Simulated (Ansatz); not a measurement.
Input, command and steps of an Ansatz relaxation.

```yaml
crystal:
  lattice:
    - [-6.1054791, 6.1054791, 0.0]
    - [-6.1054791, 0.0, 6.1054791]
    - [0.0, 6.1054791, 6.1054791]
  atoms:
    - { symbol: Si, position: [0.4995376715, 0.0069794071, 0.4911084679] }
    - { symbol: Zn, position: [0.005557538, 0.9986529467, 0.9979857816] }
    - { symbol: Zn, position: [0.5003217609, 0.9993698914, 0.9969874649] }
    - { symbol: Zn, position: [0.0026060791, 0.5019635479, 0.9952765343] }
    - { symbol: Zn, position: [0.9973623279, 0.9998092256, 0.4992413877] }
    - { symbol: Zn, position: [0.9962131189, 0.5013911912, 0.5063218686] }
    - { symbol: Ag, position: [0.4972209471, 0.5029266676, 0.001318409] }
    - { symbol: Ag, position: [0.5049499896, 0.4946808385, 0.5017060822] }
    - { symbol: Te, position: [0.874679508, 0.8719453551, 0.3783025226] }
    - { symbol: Te, position: [0.376983268, 0.8732589609, 0.3751245674] }
    - { symbol: Te, position: [0.8808865381, 0.3756039739, 0.3715826699] }
    - { symbol: Te, position: [0.8783375503, 0.8724805545, 0.8761451291] }
    - { symbol: Te, position: [0.3765914564, 0.3682168722, 0.3759137739] }
    - { symbol: Te, position: [0.3752207996, 0.8770665383, 0.8731697447] }
    - { symbol: Te, position: [0.872401636, 0.3766685598, 0.8745956685] }
    - { symbol: Te, position: [0.3759163369, 0.3719431099, 0.8811367423] }
  symmetry: { detect: false }
basis:
  ecutwfc: 420
kpoints:
  mp_grid: { grid: [2, 2, 2], shift: [0.5, 0.5, 0.5] }
hamiltonian:
  xc: pbe
scf:
  occupations: { method: gaussian, width: 0.1 }
  lower_state_search: "off"
output:
  forces: true
  stress: true
  eigenvalues: true
relax:
  adjacent_minimum: "off"
  f_tol: 0.04
  max_steps: 50
  cell: { stress_tol: 0.3 }
```

```bash
ansatz run input.yaml --threads 4 --pin off --max-ram 9216MiB --backend cpu --events-out ev --progress --plain --runs-dir out
```

Level of theory: Ansatz 0.2.0, DFT PBE, scalar-relativistic, plane waves, PAW.

Of 9 frames 9 are shown, positions in Å and forces in eV/Å; the SCF threshold varies from step to step. Steps run on the plane waves of an earlier cell, with a Pulay correction in the pressure. The basis is chosen afresh for the last frame, the zero of the energies, and at times for earlier ones too; energy and pressure can step there, also at an unchanged geometry. Where two frames share a geometry here, they differ by under 2 meV/atom and 0.3 GPa. The mark taken_back stands on steps that the optimiser undid.

```xyz
16
Lattice="-6.1055 6.1055 0.0000 -6.1055 0.0000 6.1055 0.0000 6.1055 6.1055" Properties=species:S:1:pos:R:3:forces:R:3 pbc="T T T" step=1 free_energy_over_end_meV_per_atom=38.72 pressure_GPa=3.21
Si   -3.0925    6.0484    3.0411    0.3394   -0.0382    0.5245
Zn   -6.1312    6.1271   12.1904   -0.1911   -0.5270    0.1796
Zn   -9.1563    9.1418   12.1887   -0.5829   -0.1772    0.2896
Zn   -3.0806    6.0926    9.1414    0.1482    0.1975   -0.3702
Zn  -12.1937    9.1375    9.1524   -0.3684    0.0797    0.6119
Zn   -9.1436    9.1737    6.1526    0.4892    0.2265   -0.4907
Ag   -6.1064    3.0438    3.0787    0.0340   -0.0014   -0.1178
Ag   -6.1032    6.1461    6.0834    0.1911    0.0616    0.0036
Te  -10.6640    7.6501    7.6334   -0.1641   -0.2436   -0.2917
Te   -7.6333    4.5920    7.6220   -0.1910   -0.0153    0.2184
Te   -7.6715    7.6469    4.5619   -0.2736    0.3832   -0.3532
Te  -10.6896   10.7120   10.6762   -0.0113   -0.1289    0.0649
Te   -4.5474    4.5944    4.5433    0.3896    0.0339    0.2828
Te   -7.6458    7.6220   10.6860   -0.2821   -0.3861   -0.0934
Te   -7.6262   10.6663    7.6396   -0.3264    0.6976   -0.2635
Te   -4.5660    7.6749    7.6507    0.7993   -0.1624   -0.1948
16
Lattice="-6.2551 6.2648 -0.1309 -6.2637 -0.1395 6.2538 0.0903 6.2242 6.2046" Properties=species:S:1:pos:R:3:forces:R:3 pbc="T T T" step=2 free_energy_over_end_meV_per_atom=14.60 pressure_GPa=-1.14
Si   -3.1218    6.2280    3.2017    0.0108   -0.0351   -0.3491
Zn   -6.2452    5.9584   12.4140    0.2034    0.0493   -0.0171
Zn   -9.4000    9.1672   12.4366    0.0723    0.1485   -0.0389
Zn   -3.0643    6.1711    9.2668    0.0094    0.0522    0.0834
Zn  -12.5159    9.2240    9.3091    0.1107    0.0623   -0.1797
Zn   -9.2213    9.3557    6.0694    0.0077   -0.0239    0.0175
Ag   -6.2552    3.0835    3.0203    0.0147    0.0239   -0.1771
Ag   -6.2573    6.2668    6.1633   -0.0786    0.0369    0.0169
Te  -10.8997    7.6765    7.5933    0.0368   -0.0485    0.3128
Te   -7.8766    4.5831    7.8331    0.1064    0.2794    0.0444
Te   -7.8699    7.8176    4.4229    0.2631   -0.2436    0.3877
Te  -10.8081   10.7932   10.7369   -0.1605   -0.0654    0.0865
Te   -4.5504    4.6446    4.6633   -0.2650    0.1084   -0.1783
Te   -7.7464    7.6248   10.8932    0.0525    0.1022   -0.3322
Te   -7.8029   10.9802    7.5936    0.3506   -0.5755    0.2561
Te   -4.4437    7.7242    7.7178   -0.7343    0.1290    0.0671
16
Lattice="-6.2639 6.2518 -0.1107 -6.2473 -0.0941 6.2027 0.0443 6.1854 6.1530" Properties=species:S:1:pos:R:3:forces:R:3 pbc="T T T" step=3 free_energy_over_end_meV_per_atom=2.03 pressure_GPa=-0.38
Si   -3.1437    6.1884    3.1038    0.0272    0.0730   -0.0233
Zn   -6.2642    5.9990   12.3292    0.0243   -0.0473    0.0291
Zn   -9.4258    9.1761   12.3405   -0.0193   -0.0127    0.0088
Zn   -3.0999    6.1587    9.1901    0.0036    0.0649   -0.0408
Zn  -12.5329    9.2527    9.2488    0.0136   -0.0049    0.0391
Zn   -9.2627    9.3465    6.0338    0.0619    0.0135   -0.0549
Ag   -6.2471    3.0935    3.0053   -0.0150    0.0352   -0.0668
Ag   -6.2577    6.2347    6.1069   -0.0514    0.0261    0.0038
Te  -10.9160    7.7070    7.6026    0.0440   -0.0746    0.0558
Te   -7.8409    4.6249    7.7585   -0.0377    0.0217   -0.0297
Te   -7.8519    7.7781    4.4655    0.0052   -0.0517    0.0541
Te  -10.8739   10.7956   10.6992    0.0227    0.0134   -0.0148
Te   -4.5859    4.6586    4.5875   -0.0059   -0.0017   -0.0326
Te   -7.7815    7.6313   10.7588   -0.0836    0.0033   -0.0456
Te   -7.8071   10.8890    7.5900    0.0303   -0.0572    0.0722
Te   -4.5625    7.7134    7.6703   -0.0200   -0.0010    0.0457
16
Lattice="-6.2550 6.2379 -0.0976 -6.2437 -0.0863 6.1906 0.0448 6.1851 6.1491" Properties=species:S:1:pos:R:3:forces:R:3 pbc="T T T" step=4 free_energy_over_end_meV_per_atom=1.42 pressure_GPa=-0.12
Si   -3.1306    6.1822    3.1161    0.0119    0.0570   -0.0766
Zn   -6.2648    5.9799   12.3182    0.0622    0.0224    0.0338
Zn   -9.4335    9.1638   12.3309    0.0009    0.0156    0.0236
Zn   -3.0901    6.1831    9.1700   -0.0558    0.0330   -0.0055
Zn  -12.5121    9.2440    9.2663    0.0342   -0.0044   -0.0427
Zn   -9.2181    9.3651    6.0062   -0.0378   -0.0591    0.0182
Ag   -6.2453    3.1036    2.9880   -0.0068   -0.0041    0.0264
Ag   -6.2615    6.2371    6.1008   -0.0206   -0.0412    0.0351
Te  -10.8876    7.6866    7.6128    0.0377   -0.0483    0.0709
Te   -7.8402    4.6184    7.7493   -0.0341    0.0212    0.0060
Te   -7.8453    7.7633    4.4689    0.0358   -0.0406    0.0325
Te  -10.8577   10.7946   10.6953    0.0241    0.0089   -0.0186
Te   -4.5835    4.6519    4.5890   -0.0323    0.0748   -0.0771
Te   -7.7753    7.6377   10.7599   -0.0687   -0.0188   -0.0691
Te   -7.8100   10.8776    7.6040    0.0539   -0.0157    0.0441
Te   -4.5768    7.7069    7.6722   -0.0047   -0.0008   -0.0009
16
Lattice="-6.2482 6.2219 -0.0991 -6.2313 -0.0823 6.1796 0.0507 6.1735 6.1480" Properties=species:S:1:pos:R:3:forces:R:3 pbc="T T T" step=5 free_energy_over_end_meV_per_atom=0.81 pressure_GPa=0.07
Si   -3.1216    6.1755    3.0934   -0.0051   -0.0287    0.0183
Zn   -6.2290    5.9815   12.3115    0.0089   -0.0417    0.0115
Zn   -9.4235    9.1509   12.3180   -0.0277   -0.0007    0.0077
Zn   -3.0782    6.1923    9.1576   -0.0033    0.0368   -0.0142
Zn  -12.4754    9.2225    9.2534   -0.0042   -0.0076    0.0217
Zn   -9.2028    9.3470    5.9958    0.0144   -0.0012   -0.0086
Ag   -6.2459    3.0968    2.9943   -0.0121   -0.0133    0.0453
Ag   -6.2543    6.2057    6.1109   -0.0033   -0.0455    0.0423
Te  -10.8529    7.6645    7.6107    0.0004    0.0151    0.0053
Te   -7.8370    4.5937    7.7397    0.0253    0.0210   -0.0167
Te   -7.8178    7.7351    4.4750   -0.0146    0.0167   -0.0211
Te  -10.8246   10.7840   10.6729   -0.0210   -0.0028    0.0062
Te   -4.5773    4.6579    4.5654    0.0161    0.0374   -0.0270
Te   -7.7803    7.6163   10.7422    0.0090    0.0157   -0.0286
Te   -7.7864   10.8565    7.6039   -0.0086    0.0209   -0.0303
Te   -4.5815    7.6960    7.6685    0.0258   -0.0222   -0.0117
16
Lattice="-6.2675 6.1966 -0.0996 -6.2547 -0.0867 6.1840 0.0560 6.1531 6.1533" Properties=species:S:1:pos:R:3:forces:R:3 pbc="T T T" step=6 free_energy_over_end_meV_per_atom=0.63 pressure_GPa=0.02
Si   -3.1005    6.1628    3.0849   -0.0118   -0.0316    0.0076
Zn   -6.2297    5.9463   12.3282   -0.0181   -0.0001    0.0025
Zn   -9.4974    9.1049   12.3215    0.0392   -0.0051    0.0057
Zn   -3.0949    6.1956    9.1470    0.0142    0.0134   -0.0035
Zn  -12.5087    9.1647    9.2685   -0.0216    0.0035   -0.0011
Zn   -9.2066    9.3184    5.9919   -0.0008    0.0192   -0.0112
Ag   -6.2722    3.1017    3.0386   -0.0019   -0.0172   -0.0361
Ag   -6.2880    6.1352    6.1284    0.0069    0.0293    0.0006
Te  -10.8717    7.6360    7.6157    0.0148    0.0015    0.0135
Te   -7.8660    4.5477    7.7378   -0.0421   -0.0128    0.0245
Te   -7.8404    7.6913    4.4756    0.0070   -0.0266    0.0058
Te  -10.8666   10.7420   10.6692    0.0245    0.0162   -0.0133
Te   -4.5656    4.6626    4.5564    0.0435    0.0309   -0.0178
Te   -7.8009    7.5964   10.7593   -0.0369   -0.0107    0.0065
Te   -7.8038   10.8279    7.6108   -0.0035   -0.0182    0.0143
Te   -4.6299    7.6670    7.6732   -0.0134    0.0084    0.0020
16
Lattice="-6.2698 6.1883 -0.1080 -6.2569 -0.0951 6.1774 0.0687 6.1489 6.1510" Properties=species:S:1:pos:R:3:forces:R:3 pbc="T T T" step=7 free_energy_over_end_meV_per_atom=1.17 pressure_GPa=-0.01 taken_back
Si   -3.1638    6.1649    3.0581    0.1270   -0.0480    0.0558
Zn   -6.2013    5.9202   12.3308   -0.0259   -0.0007   -0.0494
Zn   -9.4711    9.0880   12.3153    0.0254    0.0114   -0.0154
Zn   -3.0484    6.2175    9.1262   -0.0351   -0.0123    0.0215
Zn  -12.4787    9.1461    9.2650   -0.0369    0.0528    0.0072
Zn   -9.1794    9.3416    5.9486    0.0003    0.0003   -0.0036
Ag   -6.3036    3.0488    3.0470    0.0142   -0.0012    0.0095
Ag   -6.2938    6.1148    6.1469    0.0129    0.0116    0.0121
Te  -10.8778    7.6586    7.5622   -0.0126   -0.0537    0.0462
Te   -7.8874    4.5434    7.7609   -0.0089   -0.0493   -0.0526
Te   -7.8136    7.6813    4.4717    0.0065   -0.0125   -0.0041
Te  -10.8284   10.7347   10.6506   -0.0006    0.0055   -0.0148
Te   -4.5831    4.6448    4.5499   -0.0546    0.0324   -0.0457
Te   -7.8326    7.5307   10.7366   -0.0160    0.0683    0.0437
Te   -7.7798   10.8047    7.6068    0.0046    0.0034   -0.0031
Te   -4.6170    7.6596    7.6653   -0.0002   -0.0079   -0.0071
16
Lattice="-6.2599 6.1913 -0.0992 -6.2491 -0.0884 6.1827 0.0672 6.1593 6.1614" Properties=species:S:1:pos:R:3:forces:R:3 pbc="T T T" step=8 free_energy_over_end_meV_per_atom=0.49 pressure_GPa=0.01
Si   -3.1016    6.1600    3.0848   -0.0160   -0.0090    0.0001
Zn   -6.2136    5.9436   12.3384   -0.0064   -0.0081   -0.0033
Zn   -9.4669    9.1128   12.3247   -0.0072    0.0011   -0.0071
Zn   -3.0670    6.2172    9.1471    0.0027    0.0035    0.0012
Zn  -12.4890    9.1645    9.2848   -0.0069    0.0002    0.0015
Zn   -9.1870    9.3274    5.9821   -0.0043    0.0047   -0.0031
Ag   -6.2718    3.0838    3.0379    0.0009   -0.0151   -0.0103
Ag   -6.2725    6.1333    6.1504    0.0131    0.0101    0.0101
Te  -10.8587    7.6354    7.6203    0.0130   -0.0081    0.0110
Te   -7.8632    4.5404    7.7464    0.0062    0.0054    0.0103
Te   -7.8200    7.6810    4.4872   -0.0045    0.0015   -0.0068
Te  -10.8360   10.7513   10.6683    0.0004    0.0037    0.0029
Te   -4.5652    4.6646    4.5517    0.0156    0.0130   -0.0092
Te   -7.7994    7.5855   10.7608    0.0082   -0.0005    0.0011
Te   -7.7866   10.8191    7.6190   -0.0002    0.0070   -0.0016
Te   -4.6088    7.6770    7.6742   -0.0146   -0.0093    0.0033
16
Lattice="-6.2599 6.1913 -0.0992 -6.2491 -0.0884 6.1827 0.0672 6.1593 6.1614" Properties=species:S:1:pos:R:3:forces:R:3 pbc="T T T" step=9 free_energy_over_end_meV_per_atom=0.00 pressure_GPa=0.01
Si   -3.1016    6.1600    3.0848   -0.0160   -0.0090    0.0001
Zn   -6.2136    5.9436   12.3384   -0.0064   -0.0081   -0.0033
Zn   -9.4669    9.1128   12.3247   -0.0073    0.0010   -0.0070
Zn   -3.0670    6.2172    9.1471    0.0026    0.0035    0.0011
Zn  -12.4890    9.1645    9.2848   -0.0070    0.0001    0.0015
Zn   -9.1870    9.3274    5.9821   -0.0043    0.0046   -0.0031
Ag   -6.2718    3.0838    3.0379    0.0009   -0.0151   -0.0102
Ag   -6.2725    6.1333    6.1504    0.0131    0.0101    0.0101
Te  -10.8587    7.6354    7.6203    0.0130   -0.0080    0.0109
Te   -7.8632    4.5404    7.7464    0.0062    0.0053    0.0103
Te   -7.8200    7.6810    4.4872   -0.0046    0.0017   -0.0069
Te  -10.8360   10.7513   10.6683    0.0003    0.0036    0.0029
Te   -4.5652    4.6646    4.5517    0.0156    0.0129   -0.0092
Te   -7.7994    7.5855   10.7608    0.0082   -0.0004    0.0012
Te   -7.7866   10.8191    7.6190   -0.0003    0.0072   -0.0018
Te   -4.6088    7.6770    7.6742   -0.0142   -0.0093    0.0033
```

Time: 53 s on 4 threads of Intel(R) Xeon(R) 6975P-C (Granite Rapids), on a shared host, peak memory 1.7 GiB.

The k mesh is coarse.